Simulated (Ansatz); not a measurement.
HfO$_{2}$:
```cif
data_Hf4O8
_chemical_formula_sum 'Hf4 O8'
_space_group_name_H-M_alt 'Fm-3m'
_space_group_IT_number 225
_space_group_name_Hall '-F 4 2 3'
_cell_length_a 5.05847
_cell_length_b 5.05847
_cell_length_c 5.05847
_cell_angle_alpha 90.000
_cell_angle_beta 90.000
_cell_angle_gamma 90.000
loop_
_atom_site_label
_atom_site_type_symbol
_atom_site_symmetry_multiplicity
_atom_site_Wyckoff_symbol
_atom_site_fract_x
_atom_site_fract_y
_atom_site_fract_z
_atom_site_occupancy
Hf1 Hf 4 a 0.00000 0.00000 0.00000 1
O1 O 8 c 0.25000 0.25000 0.25000 1
```
(The calculation used a cell of 3 atoms; values per cell refer to that cell.)

Relaxed with r²SCAN. Independent-particle spectrum: no excitons, no local fields, no scissors shift; 0.1 eV broadening; ε₁ of the summed bands alone.

Tabulate the dielectric function from r²SCAN (plane waves, PAW; program Ansatz).



| E (eV) | ε₁ xx | ε₂ xx |
|---|---|---|
| 0.0 | 4.79 | 0.00 |
| 0.3 | 4.79 | 0.00 |
| 0.6 | 4.80 | 0.00 |
| 0.9 | 4.83 | 0.00 |
| 1.2 | 4.86 | 0.00 |
| 1.5 | 4.90 | 0.00 |
| 1.8 | 4.95 | 0.00 |
| 2.1 | 5.02 | 0.00 |
| 2.4 | 5.09 | 0.00 |
| 2.7 | 5.19 | 0.00 |
| 3.0 | 5.30 | 0.00 |
| 3.3 | 5.45 | 0.00 |
| 3.6 | 5.62 | 0.00 |
| 3.9 | 5.83 | 0.00 |
| 4.2 | 6.11 | 0.00 |
| 4.5 | 6.50 | 0.00 |
| 4.8 | 7.12 | 0.01 |
| 5.1 | 8.55 | 0.68 |
| 5.4 | 8.52 | 2.42 |
| 5.7 | 7.77 | 3.59 |
| 6.0 | 6.13 | 3.40 |
| 6.3 | 6.68 | 3.05 |
| 6.6 | 6.81 | 3.04 |
| 6.9 | 7.14 | 3.68 |
| 7.2 | 7.06 | 4.09 |
| 7.5 | 7.06 | 4.89 |
| 7.8 | 7.12 | 5.04 |
| 8.1 | 7.72 | 6.97 |
| 8.4 | 6.60 | 7.79 |
| 8.7 | 4.62 | 9.31 |
| 9.0 | 4.18 | 8.51 |
| 9.3 | 3.29 | 9.18 |
| 9.6 | 1.02 | 9.08 |
| 9.9 | 1.07 | 10.66 |
| 10.2 | -2.72 | 7.50 |
| 10.5 | -2.81 | 5.61 |
| 10.8 | -2.08 | 4.45 |
| 11.1 | -1.53 | 3.76 |
| 11.4 | -1.03 | 3.56 |
| 11.7 | -0.80 | 3.54 |
| 12.0 | -0.93 | 3.55 |

With all bands, ε∞ without local fields is 4.97. DFPT, with local fields, gives 4.91.

This is a known high-temperature phase of the composition, computed here at zero pressure and temperature. The r²SCAN relaxation kept the symmetry of its start. At this level the phase is dynamically unstable (imaginary phonons). No spin polarisation was allowed. Scalar-relativistic: spin–orbit coupling is off unless named, which matters more the heavier the elements.

Potentials: the later of the program's two PAW sets.
